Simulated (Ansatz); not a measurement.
NaCl:
```yaml
crystal:
  lattice:
    - [3.46065, 0.00000, 0.00000]
    - [0.00000, 3.46065, 0.00000]
    - [0.00000, 0.00000, 3.46065]
  atoms:
    - { symbol: Na, position: [0.00000, 0.00000, 0.00000] }
    - { symbol: Cl, position: [0.50000, 0.50000, 0.50000] }
```

Cartesian axes are those of the cell as given.

Question: Give the high-frequency dielectric tensor and the Born effective charge tensors of the independent atoms from DFPT, DFT-r²SCAN in the program Ansatz with PAW potentials.

Answer: 
ε∞:
```
2.58  0.00  0.00
0.00  2.58  0.00
0.00  0.00  2.58
```
Z* of atom 1 (Na), rows: field, columns: displacement, in e:
```
1.16  0.00  0.00
0.00  1.16  0.00
0.00  0.00  1.16
```
Z* of atom 2 (Cl), rows: field, columns: displacement, in e:
```
-1.16   0.00   0.00
 0.00  -1.16   0.00
 0.00   0.00  -1.16
```

Static charges for comparison (Bader): Na1 +0.89, Cl2 -0.89 e. Born charges measure polarisation by displacement and can exceed these by far.

Space group Pm-3m (CsCl type). This is a known high-pressure phase of the composition, computed here at zero pressure and temperature. The r²SCAN relaxation kept the symmetry of its start. At this level the phase is dynamically unstable (imaginary phonons).

Potentials: the later of the program's two PAW sets.
